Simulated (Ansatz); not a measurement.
Put AlInH4 in F-43m (No. 216): Al on 4b; In on 4c; H on 16e.

Method: Ansatz 0.2.0, DFT PBE, scalar-relativistic, plane waves, PAW. Cutoff 420 eV, Γ-centred mesh, Gaussian smearing, no spin polarisation.

Formation energies are uncorrected and refer to the elements' standard structures at the same level (H₂ as a molecule).

Question: Predict the relaxed structure.

Answer:

Space group F-43m (No. 216). a = 7.570 Å, b = 7.570 Å, c = 7.570 Å, α = 90.00°, β = 90.00°, γ = 90.00°
```csv
atom,site,symmetry,x,y,z
Al,4b,-43m,0.5000,0.0000,0.0000
In,4c,-43m,0.2500,0.2500,0.2500
H,16e,.3m,0.8752,0.3752,0.1248
```

Around Al lie 4 H at 1.64 Å and 4 In at 3.28 Å; In is surrounded by 12 H at 3.14 Å and 4 Al at 3.28 Å; H has 1 Al at 1.64 Å, 6 H at 2.67–2.68 Å and 3 In at 3.14 Å. Another local minimum with the same sites may exist.

Question: Where does its energy lie, and is it a metal?

Answer: The energy over the elements is +0.259 eV/atom. The gap on the 6×6×6 mesh of the 6-atom cell is 3.20 eV. It can't be a ground state, since the elements alone are lower.

The last run used Gaussian smearing of 0.02 eV. Kohn–Sham gaps at this level usually fall short of measured ones. With hydrogen, zero-point motion can shift formation energies by some tens of meV/atom. A structure relaxed within its symmetry needn't be a true minimum.
